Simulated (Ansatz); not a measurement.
TiO2 (rutile)

```
CELL_PARAMETERS angstrom
      4.59734     0.00000     0.00000
      0.00000     4.59734     0.00000
      0.00000     0.00000     2.95429
ATOMIC_POSITIONS crystal
  Ti 0.00000 0.00000 0.00000
  Ti 0.50000 0.50000 0.50000
  O  0.30461 0.30461 0.00000
  O  0.80461 0.19539 0.50000
  O  0.19539 0.80461 0.50000
  O  0.69539 0.69539 0.00000
```

In each cell atom 2 (Ti, nearest neighbour O at 1.948 Å; its periodic images, 3.0 Å or more away, move with it) moves by s·(1.000, 0.000, 0.000) (along Cartesian x), the rest being held.

These are r2SCAN (plane waves to 500 eV, PAW, scalar-relativistic; Ansatz, a quantum-chemistry and plane-wave program) values and carry that method's errors. k mesh 6×6×9 (Γ-centred), Fermi-Dirac smearing 0.05 eV. E stands for the smeared free energy. The PAW data are Ansatz's earlier set. TiO2 is run without spin polarisation. TiO2 was relaxed with its symmetry unable to fall. ΔE is measured from the undisplaced structure.

| s (Å) | ΔE (meV/cell) |
|---|---|
| -0.190 | 302 |
| -0.152 | 193 |
| -0.114 | withheld |
| -0.076 | 48 |
| -0.038 | 12 |
| 0.000 | 0 |
| 0.038 | 12 |
| 0.076 | 48 |
| 0.114 | withheld |
| 0.152 | 193 |
| 0.190 | 302 |

Question: Fit an even polynomial form (powers 2, 4) to the given rows and predict ΔE at s = -0.114.

Answer: Least squares on the 9 given rows: ΔE = (8323)·s² + (1214)·s⁴, in meV/cell with s in Å; root-mean-square residual 0.1 meV/cell. At -0.114 the fit gives 108 meV/cell; the calculation gives 108 meV/cell, the same to the digits shown. The quadratic term alone would give 108 meV/cell.

(A displaced cell: forces are minus the slopes of the energy, force constants its curvatures, and phonons follow from these.)
